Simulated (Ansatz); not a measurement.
K$_{2}$S in space group P6_3/mmc (No. 194; S on 2c, K on 2a, K on 2d), LDA (plane waves, PAW; program Ansatz). The conduction-band minimum lies at Γ, with 1 equivalent valley. Second derivatives d²E/dk² of the lowest band at one valley (eV·Å²), along Cartesian directions:

```csv
direction,d²E/dk²
[100],26.78
[010],26.78
[001],24.39
[110],26.78
[101],25.58
[011],25.58
```

Question: Find the principal effective masses, the density-of-states mass and the conductivity mass.

Answer: Off-diagonal terms follow from H_xy = H[110] − (H_xx + H_yy)/2, and m*/mₑ = 7.620 eV·Å² over each eigenvalue: 0.28, 0.28, 0.31. One valley's DOS mass (m₁m₂m₃)^(1/3) = 0.29, conductivity mass 3/(Σ 1/mᵢ) = 0.29 mₑ.

Question: What effective density of states Nc follows at 300 K for parabolic valleys?

Answer: Nc = 2.509e19 × 1 × (0.29)^(3/2) ≈ 3.9e18 cm⁻³.

Question: With the computed static dielectric constant 15.5 (mean of the diagonal), estimate a hydrogenic donor's binding energy and radius.

Answer: E = 13.606 eV × 0.29/15.5² ≈ 16 meV; a = 0.529 Å × ε/m* ≈ 28 Å. Semilocal masses tend to be too small where the gap is.

The workflow started from an entry of the Crystallography Open Database (COD), which files this formula under 2 space groups. Its standing as an ambient phase is unchecked. The cell was relaxed with LDA under the symmetry of its start; phonons on a q-mesh show weakly imaginary modes. The volume moved by -35 % from the start of the relaxation. The volume fell by over 15 % from the filed cell, which may lack light atoms or belong to other conditions.

Potentials: the later of the program's two PAW sets.
